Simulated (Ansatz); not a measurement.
A relaxation computed with Ansatz, from input to last step.

```yaml
crystal:
  lattice:
    - [-3.81958952, 3.81958952, -3.81958952]
    - [3.81958952, 3.81958952, 3.81958952]
    - [3.81958952, -3.81958952, -3.81958952]
  atoms:
    - { symbol: Ni, position: [0.2492325289, 0.2555731472, 0.5060832916], spin: 2.0 }
    - { symbol: Ni, position: [0.4928567353, 0.2448730837, 0.249812868], spin: 2.0 }
    - { symbol: Ni, position: [0.9988248908, 0.9988375456, 0.9967502348], spin: 2.0 }
    - { symbol: Ni, position: [0.2501753556, 0.4918070222, 0.245064739], spin: 2.0 }
    - { symbol: Ni, position: [0.9954800367, 0.7461899445, 0.2443838001], spin: 2.0 }
    - { symbol: Ni, position: [0.2519275818, 0.758624761, 0.004086441], spin: 2.0 }
    - { symbol: Ir, position: [0.2535477169, 0.0001978433, 0.7515032686] }
    - { symbol: Ir, position: [0.0005129862, 0.4957181194, 0.5005722448] }
    - { symbol: Ir, position: [0.7479240696, 0.7537472937, 0.5022900135] }
    - { symbol: Pt, position: [0.5034754525, 0.0031771543, 0.4990482456] }
    - { symbol: Pt, position: [0.745884043, 0.4924754355, 0.7438479513] }
    - { symbol: Pt, position: [0.4953519192, 0.7448202983, 0.7500698005] }
    - { symbol: Pt, position: [0.7488908664, 0.9984705944, 0.2520538019] }
    - { symbol: Pt, position: [0.7545607443, 0.2524149619, 0.9999589351] }
    - { symbol: Au, position: [0.0004904124, 0.2498901465, 0.7531487075] }
    - { symbol: Au, position: [0.4973681071, 0.4979450842, 0.9992612723] }
  symmetry: { detect: false }
basis:
  ecutwfc: 420
kpoints:
  mp_grid: { grid: [3, 3, 3], shift: [0.0, 0.0, 0.0] }
hamiltonian:
  xc: pbe
scf:
  occupations: { method: gaussian, width: 0.1 }
  lower_state_search: "off"
output:
  forces: true
  stress: true
  eigenvalues: true
  populations: true
magnetization:
  spin_polarized: true
relax:
  adjacent_minimum: "off"
  f_tol: 0.04
  max_steps: 50
  cell: { stress_tol: 0.3 }
```

```bash
ansatz run input.yaml --threads 4 --pin off --max-ram 9216MiB --backend cpu --events-out ev --progress --plain --runs-dir out
```

The calculation used Ansatz, DFT PBE, scalar-relativistic, plane waves, PAW.

Of 6 frames 5 are shown, positions in Å and forces in eV/Å; the SCF threshold varies from step to step. Steps run on the plane waves of an earlier cell, with a Pulay correction in the pressure. The basis is chosen afresh for the last frame, the zero of the energies, and at times for earlier ones too; energy and pressure can step there, also at an unchanged geometry. Where two frames share a geometry here, they differ by under 2 meV/atom and 0.3 GPa.

```xyz
16
Lattice="-3.8196 3.8196 -3.8196 3.8196 3.8196 3.8196 3.8196 -3.8196 -3.8196" Properties=species:S:1:pos:R:3:forces:R:3 pbc="T T T" step=1 free_energy_over_end_meV_per_atom=52.80 pressure_GPa=4.56
Ni    1.9572   -0.0049   -1.9088   -0.9010   -0.0022    0.4252
Ni    0.0070    1.8636   -1.9014    0.0450    0.0890    0.2269
Ni    3.8072    3.8231   -3.8071   -0.1408   -0.0713   -0.5474
Ni    1.8590    1.8980   -0.0131    0.7641   -0.2911   -0.3726
Ni   -0.0187    5.7190   -1.8856    0.2370    0.3295   -0.6418
Ni    1.9510    3.8443    1.9198    0.3205   -0.0550    0.4345
Ir    1.9027   -1.9012   -3.8381   -0.8586   -1.5533    0.1854
Ir    3.8035   -0.0166   -0.0205    0.4498    1.3407    1.1722
Ir    1.9408    3.8172   -1.8963   -1.1379   -0.5577   -1.3922
Pt   -0.0048    0.0290   -3.8171   -0.4014   -1.8632    1.8463
Pt    1.8733    1.8888   -3.8091    0.8232    1.4985    0.6385
Pt    3.8178    1.8720   -1.9121   -0.4445    0.3560    0.8505
Pt    1.9160    5.7115   -0.0095   -0.4704    0.9920    0.1479
Pt    1.9014    0.0268   -5.7374    0.9403   -0.6256   -1.3513
Au    3.8293   -1.9204   -1.9241    0.1366    0.7877   -1.0669
Au    3.8190   -0.0151   -3.8146    0.6380   -0.3740   -0.5552
16
Lattice="-3.8679 3.8552 -3.8533 3.8696 3.8723 3.8687 3.8408 -3.8706 -3.8416" Properties=species:S:1:pos:R:3:forces:R:3 pbc="T T T" step=2 free_energy_over_end_meV_per_atom=16.35 pressure_GPa=-1.68
Ni    1.9266   -0.0070   -1.8924   -0.3663    0.0780    0.0774
Ni   -0.0043    1.8741   -1.8953   -0.0402   -0.1265   -0.0714
Ni    3.8315    3.8651   -3.8591    0.0071   -0.0099   -0.1953
Ni    1.9355    1.8954   -0.0488    0.0678   -0.1598   -0.0623
Ni   -0.0130    5.8112   -1.9176    0.1124   -0.0558    0.1678
Ni    1.9769    3.8984    1.9834    0.0736    0.0995    0.1153
Ir    1.8428   -2.0623   -3.8465    0.7480    0.8624   -0.3291
Ir    3.8652    0.0956    0.0801   -0.5315   -0.7349   -0.4762
Ir    1.8752    3.8320   -1.9924    0.7241    0.3132    0.8641
Pt   -0.0504   -0.1029   -3.7102    0.0679    0.7381   -0.1910
Pt    1.9275    1.9967   -3.7890   -0.1972   -0.8333   -0.8180
Pt    3.8033    1.9208   -1.8430    0.0190    0.0781   -0.3890
Pt    1.9146    5.8454    0.0067    0.1821   -0.3440   -0.3845
Pt    1.9664   -0.0269   -5.8544   -0.6889    0.2274    0.9192
Au    3.8833   -1.9034   -1.9916    0.0930   -0.5313    0.7547
Au    3.8850   -0.0509   -3.8804   -0.2708    0.3989    0.0181
16
Lattice="-3.7620 3.8183 -3.9079 3.7946 3.8605 3.9175 3.7064 -3.8279 -3.8620" Properties=species:S:1:pos:R:3:forces:R:3 pbc="T T T" step=3 free_energy_over_end_meV_per_atom=7.63 pressure_GPa=2.66
Ni    1.7051    0.0038   -1.8963    0.5029    0.0406   -0.0697
Ni    0.0016    1.8473   -1.8932   -0.0102    0.3598   -0.3191
Ni    3.7394    3.9013   -3.9228   -0.0374   -0.2884    0.2564
Ni    1.8569    1.8043   -0.0801    0.1528    0.1848    0.1228
Ni    0.0398    5.7720   -1.9609   -0.1560   -0.1262   -0.0265
Ni    2.0451    3.8892    2.0501   -0.5242   -0.0192    0.0361
Ir    1.8313   -1.9953   -3.9096   -0.2182    0.1126    0.1029
Ir    3.7439    0.0821    0.0794    0.0694   -0.1094    0.0322
Ir    1.8792    3.8597   -2.0047    0.0716   -0.2061    0.0582
Pt   -0.1001   -0.0691   -3.7672    0.0822    0.0012   -0.3688
Pt    1.8725    1.9588   -3.8580   -0.0126   -0.0456    0.0198
Pt    3.6881    1.8934   -1.8576    0.0675    0.0292   -0.0635
Pt    1.8712    5.8388   -0.0140    0.0485   -0.0522    0.0819
Pt    1.8619   -0.0229   -5.8280   -0.0142    0.0069    0.0354
Au    3.7742   -1.8576   -1.9534    0.0338   -0.0694    0.2083
Au    3.7943   -0.0289   -3.8632   -0.0557    0.1813   -0.1066
16
Lattice="-3.8406 3.8402 -3.8769 3.8401 3.8548 3.8919 3.8151 -3.8552 -3.8664" Properties=species:S:1:pos:R:3:forces:R:3 pbc="T T T" step=4 free_energy_over_end_meV_per_atom=1.25 pressure_GPa=-1.83
Ni    1.8199    0.0201   -1.8801    0.0753   -0.0643   -0.0653
Ni   -0.0042    1.8764   -1.9298   -0.0208    0.0638    0.0543
Ni    3.8073    3.8514   -3.9250   -0.0582    0.0228    0.0761
Ni    1.9284    1.8414   -0.0557    0.0229    0.0446    0.0233
Ni    0.0050    5.7818   -1.9432    0.0391   -0.0369   -0.0497
Ni    1.9838    3.8992    2.0249   -0.0258    0.0121   -0.0227
Ir    1.8711   -2.0038   -3.8798   -0.0568   -0.0701    0.0012
Ir    3.8262    0.0488    0.0785    0.0426    0.0771    0.0367
Ir    1.9160    3.8234   -1.9810   -0.0173    0.0317   -0.1065
Pt   -0.0611   -0.0626   -3.7593   -0.0292   -0.0569    0.0368
Pt    1.9168    1.9473   -3.8563   -0.0009    0.0407    0.0180
Pt    3.7774    1.8893   -1.8779    0.0013   -0.0041    0.1269
Pt    1.8965    5.8163   -0.0126    0.0114    0.0468    0.0050
Pt    1.9102   -0.0290   -5.8292    0.0381   -0.0402   -0.0807
Au    3.8619   -1.9028   -1.9559   -0.0329    0.0520   -0.1295
Au    3.8625   -0.0369   -3.8941    0.0114   -0.1188    0.0762
16
Lattice="-3.8296 3.8241 -3.8685 3.8454 3.8538 3.8824 3.7920 -3.8381 -3.8448" Properties=species:S:1:pos:R:3:forces:R:3 pbc="T T T" step=6 free_energy_over_end_meV_per_atom=0.00 pressure_GPa=0.03
Ni    1.8254    0.0157   -1.8807    0.0029    0.0025   -0.0080
Ni   -0.0043    1.8789   -1.9144    0.0075   -0.0080    0.0121
Ni    3.7936    3.8533   -3.8958    0.0015   -0.0024   -0.0083
Ni    1.9328    1.8516   -0.0456   -0.0105   -0.0080    0.0075
Ni    0.0160    5.7638   -1.9390    0.0045   -0.0062    0.0063
Ni    1.9847    3.8926    2.0155   -0.0070    0.0014   -0.0042
Ir    1.8541   -1.9968   -3.8647   -0.0031   -0.0145    0.0021
Ir    3.8198    0.0586    0.0818    0.0087    0.0008   -0.0096
Ir    1.9153    3.8229   -1.9751   -0.0091    0.0002   -0.0053
Pt   -0.0695   -0.0604   -3.7379    0.0019    0.0080   -0.0008
Pt    1.9093    1.9458   -3.8396    0.0018    0.0024    0.0036
Pt    3.7684    1.8954   -1.8584   -0.0030    0.0094   -0.0046
Pt    1.9007    5.8118   -0.0140    0.0015    0.0076    0.0074
Pt    1.9002   -0.0279   -5.8062   -0.0123    0.0058   -0.0012
Au    3.8445   -1.8929   -1.9504    0.0045   -0.0048    0.0062
Au    3.8483   -0.0339   -3.8664    0.0103    0.0058   -0.0031
```

The run took 6.5 min on 4 threads of Intel(R) Xeon(R) Platinum 8488C (Sapphire Rapids) (shared host), peak memory 1.7 GiB.

The k mesh is coarse. Spin-orbit coupling is left out, which matters for the bands of heavy elements.